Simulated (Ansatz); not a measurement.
GeMo:
```
GeMo
1.0
    3.10622     0.00000     0.00000
    0.00000     3.10622     0.00000
    0.00000     0.00000     3.10622
Mo Ge
1 1
Direct
  0.00000   0.00000   0.00000
  0.50000   0.50000   0.50000
```

Relaxed with r²SCAN. Special points in fractions of this cell's reciprocal vectors: Γ (0.000, 0.000, 0.000); X (0.000, 0.500, 0.000); M (0.500, 0.500, 0.000); R (0.500, 0.500, 0.500).

### Question
List the band energies nearest the Fermi level at these points for DFT-r²SCAN with spin–orbit coupling in the program Ansatz with PAW potentials.

### Answer
In eV from the Fermi level; about four levels below and three above (degenerate sets whole), none deeper than 8.9 eV; points with the same levels are listed once.

| k | below | above |
|---|---|---|
| Γ | -3.29 -3.29 -3.29 -3.29 | 1.25 1.25 1.25 1.25 |
| X | -1.89 -1.89 -1.78 -1.78 | 1.51 1.51 3.11 3.11 |
| M | -0.34 -0.34 -0.26 -0.26 | 2.85 2.85 3.71 3.71 |
| R | -5.90 -5.90 -5.90 -5.90 -5.12 -5.12 | 2.98 2.98 2.98 2.98 |

Space group Pm-3m (CsCl type). The cell is a constructed one: a structure type filled with these elements; neither database checked (COD, Materials Project) lists it. Its standing as an ambient phase is unchecked. Symmetry was held in the r²SCAN relaxation; its stability against distortions is not shown here. No spin polarisation was allowed.

Potentials: the earlier of the program's two PAW sets.
